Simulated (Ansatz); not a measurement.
GaSb:
```
CELL_PARAMETERS angstrom
      4.32891     0.00000     0.00000
     -2.16445     3.74894     0.00000
      0.00000     0.00000    14.20170
ATOMIC_POSITIONS crystal
  Ga 0.66667 0.33333 0.99976
  Sb 0.66667 0.33333 0.18774
  Ga 0.00000 0.00000 0.25048
  Sb 0.00000 0.00000 0.43702
  Ga 0.33333 0.66667 0.49976
  Sb 0.33333 0.66667 0.68774
  Ga 0.00000 0.00000 0.75048
  Sb 0.00000 0.00000 0.93702
```

Relaxed with r²SCAN. Special points in fractions of this cell's reciprocal vectors: Γ (0.000, 0.000, 0.000); M (0.500, 0.000, 0.000); K (0.333, 0.333, 0.000); A (0.000, 0.000, 0.500); L (0.500, 0.000, 0.500); H (0.333, 0.333, 0.500).

Question: List the band energies nearest the valence-band maximum at these points for plane-wave PAW r²SCAN (Ansatz code).

Answer: In eV from the valence-band maximum; about four levels below and three above (degenerate sets whole), none deeper than 8.9 eV; points with the same levels are listed once.

| k | below | above |
|---|---|---|
| Γ | -0.72 -0.72 -0.10 0.00 0.00 | 0.42 0.55 0.95 |
| M | -2.10 -2.10 -1.57 -1.25 | 0.75 0.91 1.15 |
| K | -2.99 -2.32 -2.32 -1.77 | 1.77 2.51 2.51 |
| A | -0.26 -0.26 -0.26 -0.26 | 0.69 0.69 1.43 1.43 |
| L | -2.19 -2.19 -1.54 -1.54 | 1.15 1.15 1.68 1.68 |
| H | -2.43 -2.43 -2.14 -2.14 | 1.85 1.85 2.91 2.91 |

Space group P6_3mc. The start of the workflow was typed in or built on a structure type; the Crystallography Open Database copy checked does not list it. It is not the phase usual at ambient conditions (space group No. 216). The cell was relaxed with r²SCAN under the symmetry of its start; its stability against distortions is not shown here. Scalar-relativistic: spin–orbit coupling is off unless named, which matters more the heavier the elements.

Potentials: the earlier of the program's two PAW sets.
